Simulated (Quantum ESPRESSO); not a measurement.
Parts of the isotropic shielding in Li$_{2}$O, by PBE GIPAW on JTH datasets (Quantum ESPRESSO, modified build), 22.5 Ha, k-mesh 5×5×5 shifted:

```
CELL_PARAMETERS angstrom
      0.00000     2.30500     2.30500
      2.30500     0.00000     2.30500
      2.30500     2.30500     0.00000
ATOMIC_POSITIONS crystal
  O  0.00000 0.00000 0.00000
  Li 0.25000 0.25000 0.25000
  Li 0.75000 0.75000 0.75000
```
The cell was made here from an entry of the Crystallography Open Database (unchecked): atoms relaxed with PBE in the measured cell (PBE without dispersion, pw.x of Quantum ESPRESSO, symmetry kept).  Stability against distortions was not tested.

The core term is that of the free atom's frozen core; the paramagnetic column sums the reconstruction terms. These are absolute shieldings with no macroscopic susceptibility term; δ = σ_ref − σ needs a reference computed alike. By our sweeps, such settings leave a few ppm in absolute σ.

```tsv
site	core	bare (smooth current)	diamagnetic correction	paramagnetic corrections	σ_iso (ppm)
O (atom 1)	271.1	57.4	26.1	___	___
Li (atoms 2, 3)	0.0	11.1	69.7	___	___
```

Task: Fill in the missing entries.

Result: 
- O (atom 1), paramagnetic corrections: -149.1
- O (atom 1), σ_iso (ppm): 205.4
- Li (atoms 2, 3), paramagnetic corrections: -2.8
- Li (atoms 2, 3), σ_iso (ppm): 78.0
